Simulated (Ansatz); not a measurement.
Starting cell, BP (zinc blende):

```
BP
1.0
    0.00000     2.27424     2.27424
    2.27424     0.00000     2.27424
    2.27424     2.27424     0.00000
P B
1 1
Direct
  0.75000   0.75000   0.75000
  0.00000   0.00000   0.00000
```

In this cell atom 1 (P, nearest neighbour B at 1.970 Å; its periodic images, 3.2 Å or more away, move with it) is moved by s along Cartesian x, unit vector (1.000, 0.000, 0.000); all other atoms and the cell stay fixed.

Calculation: PBE (plane waves to 420 eV, PAW, scalar-relativistic; Ansatz, an electronic-structure program). k mesh 10×10×10 (Γ-centred), Fermi-Dirac smearing 0.05 eV. The energy includes the smearing's −TS. As the smearing reaches across the gap at some points, energies and forces of such displacements shift with the k mesh and the smearing. BP was relaxed with its symmetry unable to fall. ΔE is measured from the undisplaced structure.

### Question
Predict the ΔE (eV/cell) at s (Å) = -0.312, -0.156, -0.078, 0.156, 0.390.

### Answer
| s (Å) | ΔE (eV/cell) |
|---|---|
| -0.312 | 0.851 |
| -0.156 | 0.225 |
| -0.078 | 0.057 |
| 0.156 | 0.225 |
| 0.390 | 1.277 |

(A displaced cell: forces are minus the slopes of the energy, force constants its curvatures, and phonons follow from these.)
